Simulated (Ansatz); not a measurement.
A geometry of Co away from equilibrium: step 12 of the relaxation of a randomly generated symmetric cell of Co (space group No. 65). The numbers are results of PBE (plane waves to 420 eV, PAW, scalar-relativistic; Ansatz, a program for electronic structure), not measurements. Γ-centred k-mesh 14×14×15 on the run's cell (coarser than for final values), Fermi–Dirac smearing 0.05 eV.

```xyz
1
Lattice="1.2618 -2.0016 0.0000 1.2618 2.0016 0.0000 0.0000 0.0000 2.2935" Properties=species:S:1:pos:R:3:forces:R:3 pbc="T T T" free_energy=-5125.603 pressure_GPa=7.7
Co     1.2618     0.0000     0.0000    0.0000    0.0000    0.0000
```

Positions in Å, forces in eV/Å, free energy of the cell in eV (comparable only within this code, potentials and settings). Largest force: all forces are below 0.005 eV/Å; the geometry lies 0.04 eV/atom above the end of its relaxation.

Spin-polarised start, with parallel moments on Co.

Spin state reached: ferromagnetic (net 1.79 μB/atom), from parallel starting moments; other spin orders were not run from this start.

The run could not lose the symmetry of its start, so the end can be a saddle point.

The end of the path is a generated cell of Co: the first start was made by a random draw of sites in a space group, and the end was not matched to a known phase here, so it may be hypothetical. Known forms of Co include space group No. 194.
